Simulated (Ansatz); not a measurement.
TiSeS:
```
CELL_PARAMETERS angstrom
      3.37317     0.00000     0.00000
     -1.68658     2.92125     0.00000
      0.00000     0.00000     5.67118
ATOMIC_POSITIONS crystal
  Ti 0.33333 0.66667 0.98521
  Se 0.66667 0.33333 0.26843
  S  0.00000 0.00000 0.74635
```

Relaxed with LDA. Special points in fractions of this cell's reciprocal vectors: Γ (0.000, 0.000, 0.000); M (0.500, 0.000, 0.000); K (0.333, 0.333, 0.000); A (0.000, 0.000, 0.500); L (0.500, 0.000, 0.500); H (0.333, 0.333, 0.500).

List the band energies nearest the Fermi level at these points for LDA (plane waves, PAW; program Ansatz).

In eV from the Fermi level; about four levels below and three above (degenerate sets whole), none deeper than 8.9 eV; points with the same levels are listed once.

| k | below | above |
|---|---|---|
| Γ | -5.92 -2.69 -2.69 | 0.03 0.52 0.52 |
| M | -3.26 -2.82 -2.67 -1.34 | 0.09 1.64 2.08 |
| K | -4.20 -3.01 -2.61 -2.49 | 1.30 1.76 1.99 |
| A | -3.97 -2.94 -2.63 -2.63 | 0.35 0.35 0.49 0.49 |
| L | -2.89 -1.23 -0.87 -0.23 | 1.64 2.03 3.37 |
| H | -3.99 -3.49 -2.24 -2.20 | 1.29 1.36 1.37 |

Space group P3m1. The workflow started from a Materials Project entry (that database holds measured and hypothetical structures alike); the Crystallography Open Database copy checked does not list it. Whether it is the stable phase at ambient conditions was not checked. The cell was relaxed with LDA under the symmetry of its start; its stability against distortions is not shown here. The run is not spin-polarised. A crystal of weakly bound layers computed without a dispersion correction: the cell and the soft elastic constants depend strongly on that. Spin–orbit coupling is left out wherever it is not named.

Potentials: the later of the program's two PAW sets.
